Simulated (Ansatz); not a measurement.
An Ansatz (an electronic-structure program) run. Input:

Ansatz 0.2 input:
```yaml
crystal:
  lattice:
    - [5.4608499766, 0.0, 0.0]
    - [0.0, 5.4608499766, 0.0]
    - [0.0, 0.0, 5.4608499766]
  atoms:
    - { symbol: Na, position: [0.5, 0.5, 0.5] }
    - { symbol: Na, position: [0.0, 0.0, 0.0] }
    - { symbol: Cl, position: [0.5, 0.0, 0.75] }
    - { symbol: Cl, position: [0.5, 0.0, 0.25] }
    - { symbol: Cl, position: [0.75, 0.5, 0.0] }
    - { symbol: Cl, position: [0.25, 0.5, 0.0] }
    - { symbol: Cl, position: [0.0, 0.75, 0.5] }
    - { symbol: Cl, position: [0.0, 0.25, 0.5] }
kpoints:
  mp_grid: { grid: [8, 8, 8] }
hamiltonian:
  xc: r2scan
  pseudopotentials: { azcp: { folder: ./paw }, kind: paw }
scf:
  occupations: { method: gaussian, width: 0.05 }
checkpoint: { read: metal.run }
output: { write_density: true, elf: true, volumetric_format: npy }
basis: { fft_grid_basis: typed }
```

Output (shortened):

```
Pseudopotential: Na, paw, valence charge 9
Pseudopotential: Cl, paw, valence charge 7
Functional definition: r2SCAN
Crystal: 8 atoms, lattice volume = 162.847 Å³
Basis set: ecut = 500 eV, 4139 PW (Γ), exchange–correlation on 160×160×160 points (64 copies of the dense FFT grid, shifted against one another)
Bands: 46, of which v1, the nominal top of the filled ones, is band 30 counted from 1 (29 counted from 0)
Symmetry: 48 space group operations
Space group: Pm-3n (ITA 223), of the structure as read, at distance tolerance 5.5e-5 Å
k-points: 35 of 512
Stability of the state it starts from, as read at its close in the unpolarized treatment …
iter 1 solved again at ethr=1.83e-7 eV; its pass at ethr=3.10e-3 eV (dr2=1.10e-4 eV) is discarded
SCF iter   1: F=—  HF=-9484.633874 eV  |F-HF|=—  |Δ(HF+E_count)|=         —  Δρ=5.04e-7  dr2=1.89e-10  dr2_τ=4.79e-11  ethr=1.83e-7  ⟨swp⟩=5.5  Hψ=14658  notcnv=0  defer=1
preconditioner: auto → Kerker (q_TF=auto, 2.310 Å⁻¹)
SCF iter   2: F=—  HF=-9484.633872 eV  |F-HF|=—  |Δ(HF+E_count)|=   2.13e-6  Δρ=2.58e-7  dr2=4.77e-11  dr2_τ=3.47e-11  ethr=1.00e-12  ⟨swp⟩=11.0  Hψ=8080  notcnv=0
SCF iter   3: F=-9484.633872 eV  HF=-9484.633872 eV  |F-HF|=5.46e-12  |Δ(HF+E_count)|=  5.46e-12  Δρ=1.74e-7  dr2=2.14e-11  dr2_τ=5.22e-12  ethr=1.00e-12  ⟨swp⟩=1.0  Hψ=3395  notcnv=0
SCF 1 converged in 3 iterations: F = -9484.633872 eV  dr2 = 2.14e-11
SCF converged after 3 iterations
Free energy (F): -9484.633872 eV
Harris-Foulkes:  -9484.633872 eV  (|F-HF|=5.46e-12)
Internal energy: -9484.628526 eV  (E = F + TS)
E sigma→0 (E₀):  -9484.631199 eV
Entropy (-TS):   -0.005345 eV (-0.668 meV/atom)
Fermi energy:    2.550193 eV
--- Per-component energies (eV) ---
  E_band       = -542.281732
  E_kinetic    = 1134.407643
  E_local      = -3903.888797  (includes V_loc(G=0)·N_el)
  E_nonlocal   = 746.135657
  E_hartree    = 1266.928498
  E_xc         = -687.215049
  E_vxc        = -864.861065  (∫ρ·V_xc dr)
  E_paw        = -4597.544212  (= ΣΔE_a)
  E_vpaw       = -236.622542  (= ΣTr[D̂ρ^β])
  E_aug_tail   = 0.000012  (compensation charges beyond the density's cutoff)
  E_vtau       = 48.690250  (kinetic-family band-sum trace: ∫τ·v_τ [+ j·A + Jᵃ·Aᵃ] dr)
  E_ewald      = -3442.581304
  E_core_change = -0.870975  (= ΣΔE_core)
  E_smearing   = -0.005345  (= −TS)
  E_closure    = 0.000000  (closes the sum)
  Σ components = -9484.633872   (vs F -9484.633872, Δ=0.00e0)
  [band-id]    e_kinetic+e_local+e_nonlocal+2·e_hartree+e_vxc+e_vpaw+e_augmentation_tail+e_vtau = -542.281846   (vs E_band -542.281732, Δ=-1.14e-4)
--- Band table (eV; the first three rows and the last of 35) ---
  k-point 0: bands = ["-49.2479", "-49.2478", "-19.6634", "-19.6634", "-19.6634", "-19.6608", "-19.6608", "-19.6608", "-12.8275", "-11.8581", "-11.8581", "-10.6056", "-10.6056", "-10.6056", "-1.7772", "-1.7772", "-1.1835", "-0.5871", "-0.5871", "-0.5871", …
  k-point 1: bands = ["-49.2478", "-49.2478", "-19.6635", "-19.6632", "-19.6632", "-19.6611", "-19.6609", "-19.6609", "-12.7908", "-11.8939", "-11.8239", "-10.6743", "-10.6052", "-10.6052", "-1.7760", "-1.7050", "-1.1419", "-0.5936", "-0.5936", "-0.4355", …
  k-point 2: bands = ["-49.2478", "-49.2478", "-19.6638", "-19.6629", "-19.6629", "-19.6620", "-19.6611", "-19.6611", "-12.6857", "-11.9969", "-11.7227", "-10.8565", "-10.6041", "-10.6041", "-1.7729", "-1.6801", "-0.7470", "-0.6117", "-0.6117", "-0.1004", …
  k-point 34: bands = ["-49.2478", "-49.2478", "-19.6634", "-19.6634", "-19.6634", "-19.6634", "-19.6634", "-19.6634", "-11.5076", "-11.5076", "-11.5076", "-11.5076", "-11.5076", "-11.5076", "-0.6877", "-0.6877", "0.5203", "0.5203", "0.5203", "0.5203", …
```

Cost: about 10 core-seconds (a rough figure) on shared cores.

The workflow started from a Materials Project entry (that database holds measured and hypothetical structures alike); the Crystallography Open Database copy checked does not list it. Its standing as an ambient phase is unchecked. The cell was relaxed with r²SCAN under the symmetry of its start. At this level the phase is dynamically unstable (imaginary phonons).

Potentials: the earlier of the program's two PAW sets.

Ansatz is a plane-wave DFT program.
